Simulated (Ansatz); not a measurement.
Si3P4:
```
CELL_PARAMETERS angstrom
      9.79457     0.00000     0.00000
     -4.89729     8.48235     0.00000
      0.00000     0.00000     3.67640
ATOMIC_POSITIONS crystal
  Si 0.17458 0.77144 0.25000
  Si 0.22856 0.40313 0.25000
  Si 0.59687 0.82542 0.25000
  Si 0.82542 0.22856 0.75000
  Si 0.77144 0.59687 0.75000
  Si 0.40313 0.17458 0.75000
  P  0.36981 0.02631 0.25000
  P  0.97369 0.34350 0.25000
  P  0.65650 0.63019 0.25000
  P  0.63019 0.97369 0.75000
  P  0.02631 0.65650 0.75000
  P  0.34350 0.36981 0.75000
  P  0.33333 0.66667 0.25000
  P  0.66667 0.33333 0.75000
```

Relaxed with PBE. Special points in fractions of this cell's reciprocal vectors: Γ (0.000, 0.000, 0.000); M (0.500, 0.000, 0.000); K (0.333, 0.333, 0.000); A (0.000, 0.000, 0.500); L (0.500, 0.000, 0.500); H (0.333, 0.333, 0.500).

**Question.** List the band energies nearest the Fermi level at these points for plane-wave PAW PBE (Ansatz code).

**Answer.** In eV from the Fermi level; about four levels below and three above (degenerate sets whole), none deeper than 8.9 eV; points with the same levels are listed once.

```tsv
k	below	above
Γ	-1.46 -1.46 -0.70 -0.51	0.01 0.10 0.28
M	-1.47 -0.66 -0.30 -0.16	0.10 0.11 0.29
K	-1.11 -1.11 -0.21 -0.21	0.18 0.18 0.18
A	-2.26 -2.26 -2.26 -2.26 -2.22 -2.22	0.61 0.61 0.61 0.61
L	-2.16 -2.16 -1.59 -1.59	0.22 0.22 0.94 0.94
H	-1.86 -1.86 -1.79 -1.79	0.48 0.48 0.73 0.73
```

Space group P6_3/m. A made-up cell: these elements were put on the sites of a structure type; neither database checked (COD, Materials Project) lists it. Its standing as an ambient phase is unchecked. The cell was relaxed with PBE under the symmetry of its start; whether a distortion lowers the energy is not shown. A small band overlap can be real or an error of a semilocal functional. The Fermi level of a semimetal is unsure by some 0.05 eV on such meshes.

Potentials: the earlier of the program's two PAW sets.
